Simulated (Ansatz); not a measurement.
MgH2 (rutile), relaxed with HSE06 (Ansatz, an electronic-structure program, plane waves, PAW): a = 4.487 Å, b = 4.487 Å, c = 2.998 Å, α = 90.00°, β = 90.00°, γ = 90.00°.

- gap (eV) = 4.84
- B₀ by P(V) fit (GPa) = 51.1

**Question.** The same phase is relaxed and computed with LDA in the same code. What are the cell and these values now?

**Answer.** a = 4.4293 Å, b = 4.4293 Å, c = 2.9731 Å, α = 90.00°, β = 90.00°, γ = 90.00°.

- gap (eV) = 3.40
- B₀ by P(V) fit (GPa) = 53.0

All cells were relaxed under the symmetry of their starts (and spin orders); stability against distortions was not tested throughout.

Potentials: the later of the program's two PAW sets.

Ansatz is a plane-wave DFT program.
